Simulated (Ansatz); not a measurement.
## Cold compression of InAs (zincblende type)

```
CELL_PARAMETERS angstrom
0.00000 3.09340 3.09340
3.09340 0.00000 3.09340
3.09340 3.09340 0.00000
ATOMIC_POSITIONS crystal
In 0.00000 0.00000 0.00000
As 0.25000 0.25000 0.25000
```

The cell comes from a relaxation on PAW files under the same functional, begun from a prototype that needn't be the stable phase.

Its volume is scaled at fixed shape and fractional positions.

All numbers are PBE results (scalar-relativistic) from Ansatz 0.2.0, with a Γ-centred 11×11×11 k mesh, Fermi–Dirac smearing of 0.08 eV, no spin polarisation. Methods: LAPW: all electrons, basis error target 1 meV/atom; PAW: frozen-core files, cutoff 420 eV; crystal datasets: all electrons, by PAW datasets that the program makes for each cell; norm-conserving: pseudopotentials, cutoff 1143 eV; PAW (cutoff 600 eV): frozen-core files, cutoff 600 eV.

Energies are extrapolated to zero smearing and count from the unscaled cell; pressure is positive in compression; gaps take the mesh and a band path. No temperature or zero-point motion is included.

| V/V0 | V (Å³/atom) | P LAPW (GPa) | ΔE LAPW (eV/atom) | P PAW − LAPW (GPa) | ΔE PAW − LAPW (meV/atom) | gap (eV) |
| --- | --- | --- | --- | --- | --- | --- |
| 1.00 | 29.60 | 0.00 | 0.000 | -0.01 | 0.0 | 0.00 |
| 0.94 | 27.83 | 3.48 | 0.018 | -0.01 | -0.1 | 0.00 |
| 0.88 | 26.05 | 8.40 | 0.082 | -0.01 | -0.2 | – |
| 0.80 | 23.68 | 18.32 | 0.274 | -0.01 | -0.3 | 0.59 |
| 0.72 | 21.31 | 34.4 | 0.654 | 0.01 | -0.3 | – |
| 0.64 | 18.94 | 61.2 | 1.344 | 0.03 | 0.0 | – |
| 0.55 | 16.28 | 115.3 | ? | 0.07 | 0.9 | 0.19 |

Give the missing entry: row "0.55", column "ΔE LAPW (eV/atom)".

2.763.

Fit the Vinet equation to the LAPW pressures over the whole range, with residuals weighted by 1/(|P| + 0.03·Pmax).

V0 = 29.61 Å³/atom, B0 = 47.6 GPa and B0′ = 5.03, and the fit misses no point by more than 0.53 GPa. A fit over so wide a range pins B0 less well than one near rest.

From the table, what is the rise of the enthalpy H = E + pV up to the last row, and how stiff is the crystal between the last two rows?

ΔH = 2.763 eV + (115.3 GPa × 16.28 Å³ − 0.00 GPa × 29.60 Å³) × 0.006242 eV/(GPa·Å³) = 14.48 eV/atom, of which pV makes 81 %. The mean bulk modulus there is −ΔP/Δln V = 357 GPa.

At the smallest volume, how far do crystal datasets and norm-conserving and PAW (cutoff 600 eV) lie from LAPW in pressure?

crystal datasets: 0.00 GPa; norm-conserving: +0.57 GPa; PAW (cutoff 600 eV): +0.03 GPa, on a LAPW pressure of 115.3 GPa.

How do the Löwdin populations by LAPW change from the unscaled cell to the last row?

In 5s 1.12 → 0.85, In 5p 1.68 → 2.03, In 4d 9.98 → 9.94, As 4s 1.54 → 1.26, As 4p 3.67 → 3.99 electrons an atom. These are projections on the shells that the free atoms fill; 0.03 e a cell lies outside them at the start and 0.05 e at the end.
